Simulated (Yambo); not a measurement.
```
MoS2
1.0
    3.14988     0.00000     0.00000
   -1.57494     2.72787     0.00000
    0.00000     0.00000    12.09082
S Mo
4 2
Cartesian
  1.57494   0.90929   7.50198
  0.00000   1.81858   4.58884
  0.00000   1.81858   1.45657
  1.57494   0.90929  10.63425
  1.57494   0.90929   3.02270
  0.00000   1.81858   9.06811
```

MoS₂ (space group P6_3/mmc, No. 194): mean Im ε in 1 eV windows above the direct gap of 2.11 eV, for different electron-hole kernels (Yambo, broadening 0.15 eV, PBEsol (pw.x of Quantum ESPRESSO, ONCV potentials, with spin-orbit coupling) bands; 6×6×1 mesh, 22 valence and 18 conduction bands, static screening with 138 bands and a 3 Ry block, scissor 0.43 eV, Tamm-Dancoff; field along x).

```
window (eV)  independent quasiparticles  RPA (no attraction)  BSE
-----------  --------------------------  -------------------  ---
2.1 to 3.1                           13                  9.4   16
3.1 to 4.1                           21                   21   23
4.1 to 5.1                           14                   15   12
```

This run doesn't resolve bound excitons or single peaks, so only averages are given, and they too depend on the mesh; weight that the attraction moves below the gap isn't listed. All transitions below 6.04 eV are in the band window. The scissor comes from a G0W0 run whose convergence isn't established.

Geometry relaxed with PBE+D3(BJ).
